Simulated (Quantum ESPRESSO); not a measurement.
# Band energies of KZnF3

```xyz
5
Lattice="4.0474 0.0000 0.0000 0.0000 4.0474 0.0000 0.0000 0.0000 4.0474" Properties=species:S:1:pos:R:3 pbc="T T T"
F      0.0000     2.0237     2.0237
F      2.0237     0.0000     2.0237
F      2.0237     2.0237     0.0000
K      0.0000     0.0000     0.0000
Zn     2.0237     2.0237     2.0237
```

norm-conserving PBEsol (Quantum ESPRESSO, 84 Ry, without SOC); path ΓXMΓRX,MR; energies in eV from the valence-band maximum.

| k (1/Å) | point | band 21 | band 22 | band 23 | band 24 | band 25 | band 26 | band 27 | band 28 |
|---|---|---|---|---|---|---|---|---|---|
| 0.00 | Γ | -1.94 | -1.94 | -1.74 | -1.74 | -1.74 | 3.84 | 8.75 | 8.75 |
| 0.39 |  | -1.90 | -1.90 | -1.77 | -1.70 | -1.70 | 4.97 | 8.98 | 9.21 |
| 0.78 | X | -1.91 | -1.91 | -1.63 | -1.63 | -1.61 | 6.62 | 8.32 | 9.71 |
| 0.97 |  | -2.05 | -1.88 | -1.64 | -1.62 | -1.23 | 6.77 | 8.48 | 9.84 |
| 1.36 |  | -2.04 | -1.75 | -1.71 | -1.43 | -0.17 | 7.77 | 9.54 | 10.36 |
| 1.55 | M | -2.06 | -1.73 | -1.73 | -1.37 | 0.00 | 8.10 | 10.15 | 10.15 |
| 1.92 |  | -2.02 | -1.77 | -1.73 | -1.58 | -0.53 | 6.86 | 9.55 | 10.14 |
| 2.47 |  | -1.93 | -1.92 | -1.85 | -1.74 | -1.66 | 4.12 | 8.87 | 8.88 |
| 2.65 | Γ | -1.94 | -1.94 | -1.74 | -1.74 | -1.74 | 3.84 | 8.75 | 8.75 |
| 2.82 |  | -1.95 | -1.92 | -1.85 | -1.69 | -1.69 | 4.07 | 8.86 | 8.86 |
| 3.32 |  | -1.92 | -1.92 | -1.65 | -1.03 | -1.03 | 6.43 | 9.81 | 9.81 |
| 3.66 |  | -1.55 | -1.55 | -1.44 | -0.35 | -0.35 | 7.94 | 9.03 | 9.03 |
| 3.99 | R | -1.35 | -1.35 | -1.35 | 0.00 | 0.00 | 8.46 | 8.46 | 8.46 |
| 4.15 |  | -1.41 | -1.39 | -1.37 | -0.12 | -0.04 | 8.37 | 8.57 | 8.60 |
| 4.62 |  | -1.98 | -1.66 | -1.54 | -1.31 | -0.66 | 7.36 | 8.97 | 10.13 |
| 4.94 |  | -2.03 | -1.84 | -1.64 | -1.62 | -1.37 | 6.72 | 8.42 | 9.80 |
| 5.09 | X | -1.91 | -1.91 | -1.63 | -1.63 | -1.61 | 6.62 | 8.32 | 9.71 |
| 5.09 | M | -2.06 | -1.73 | -1.73 | -1.37 | 0.00 | 8.10 | 10.15 | 10.15 |
| 5.29 |  | -1.88 | -1.70 | -1.70 | -1.37 | 0.00 | 8.13 | 9.74 | 9.74 |
| 5.87 | R | -1.35 | -1.35 | -1.35 | 0.00 | 0.00 | 8.46 | 8.46 | 8.46 |

The PBEsol gap is indirect, 3.84 eV, from R to Γ; the smallest direct gap is 5.58 eV. Another valence extremum on the path lies within 0.02 eV, too close to call.

The cell is held in this high symmetry; tilts and polar distortions were not searched.

Geometry of the Materials Project entry, not relaxed at this level.
